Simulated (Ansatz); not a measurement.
Cell and atoms are relaxed with the symmetry kept. Start:

```yaml
crystal:
  lattice:
    - [4.21500, 0.00000, 0.00000]
    - [0.00000, 4.21500, 0.00000]
    - [0.00000, 0.00000, 4.21500]
  atoms:
    - { symbol: Nb, position: [0.00000, 0.00000, 0.00000] }
    - { symbol: Cd, position: [0.00000, 0.50000, 0.50000] }
    - { symbol: Cd, position: [0.50000, 0.00000, 0.50000] }
    - { symbol: Cd, position: [0.50000, 0.50000, 0.00000] }
```

The calculation used Ansatz 0.2.0, DFT r2SCAN, scalar-relativistic, plane waves, PAW.

Settings: cutoff 500 eV, Γ-centred mesh 10×10×10 on the computed 4-atom cell, Gaussian smearing of 0.10 eV; no spin polarisation.

Q: What does it relax to?

A: The volume increases by 0.77 Å³/atom to 19.49 Å³/atom, and the energy falls by 10.7 meV/atom. Final structure:
```cif
data_structure
_symmetry_space_group_name_H-M 'Pm-3m'
_symmetry_Int_Tables_number 221
_cell_length_a 4.2721
_cell_length_b 4.2721
_cell_length_c 4.2721
_cell_angle_alpha 90.000
_cell_angle_beta 90.000
_cell_angle_gamma 90.000
_cell_volume 77.97
loop_
_atom_site_label
_atom_site_type_symbol
_atom_site_symmetry_multiplicity
_atom_site_Wyckoff_symbol
_atom_site_fract_x
_atom_site_fract_y
_atom_site_fract_z
_atom_site_occupancy
Nb1 Nb 1 a 0.00000 0.00000 0.00000 1
Cd1 Cd 3 c 0.00000 0.50000 0.50000 1
```

Course of the relaxation (steps run on the plane waves of an earlier cell, and the basis is chosen afresh near the end, so energy and pressure can step there; trial steps that raised the energy were taken back; energies are free energies):

| step | E − E_final (meV/atom) | P (GPa) | V (Å³/atom) |
| --- | --- | --- | --- |
| 1 | 10.7 | 4.65 | 18.72 |
| 2 | 25.9 | -5.72 | 20.76 |
| 3 | 0.9 | -0.53 | 19.59 |
| 4 | 0.6 | -0.04 | 19.49 |
| 5 | 0.0 | -0.02 | 19.49 |